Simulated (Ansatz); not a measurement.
With r²SCAN (plane waves, PAW; program Ansatz), CuI in the hexagonal phase (P6_422; Cu on 3c, I on 3d) relaxes to a = 4.218 Å, c = 9.757 Å. Against the elements it lies at -7.6 kJ/mol of atoms, with no fitted shifts.

The Kohn–Sham gap is 1.13 eV (indirect). The valence maximum lies at A and the conduction minimum at Γ. Electrons at the band edge weigh 0.16 mₑ (isotropic). The hole mass is 0.39, 0.39, 0.64 mₑ (principal values). The magnetic state found is non-magnetic (starting moments vanished).

An equation-of-state fit gives a bulk modulus of 46.3 GPa. Bader charges are Cu +0.40, I -0.40 e.

The start of the workflow was typed in or built on a structure type; neither database checked (COD, Materials Project) lists it. It is not the phase usual at ambient conditions (space group No. 216). Symmetry was held in the r²SCAN relaxation; whether a distortion lowers the energy is not shown. The workflow began spin-polarised and lost its moments. Point labels and valley counts follow the cell and symmetry of the run, lower than the named group. The references are the lowest solids computed at this level, not always the standard phases. Spin–orbit coupling is left out wherever it is not named.

Potentials: the earlier of the program's two PAW sets.
